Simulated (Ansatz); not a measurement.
ZnCdS2 in space group P3m1 (No. 156; Zn on 1a, Cd on 1b, S on 1b, S on 1a), the program Ansatz at the PBE level (PAW), all energies at zero smearing, with the estimated change up to a 700 eV cutoff added, with one set of potentials and settings (totals compare only within such a set). Cell of 4 atoms (1 Zn, 1 Cd, 2 S): -13380.440 eV.

| element | reference phase | E (eV/atom) |
|---|---|---|
| Zn | C2/m, 3 atoms in the cell | -3319.0295 |
| Cd | P6_3/mmc, 2 atoms in the cell | -8254.4547 |
| S | Fddd, 32 atoms in the cell | -902.0599 |

Formation energy per atom, worked out: (-13380.440 − 1×(-3319.0295) − 1×(-8254.4547) − 2×(-902.0599))/4 = -0.709 eV/atom (-68 kJ per mol of atoms), at 0 K, without zero-point energy or fitted corrections.

The first step of the workflow began from a Materials Project structure, measured or hypothetical; the Crystallography Open Database copy checked does not list it. Whether it is the stable phase at ambient conditions was not checked. The cell was relaxed with PBE under the symmetry of its start; phonons on a q-mesh show no instability. The references are the lowest solids computed at this level, not always the standard phases.

Potentials: the later of the program's two PAW sets.
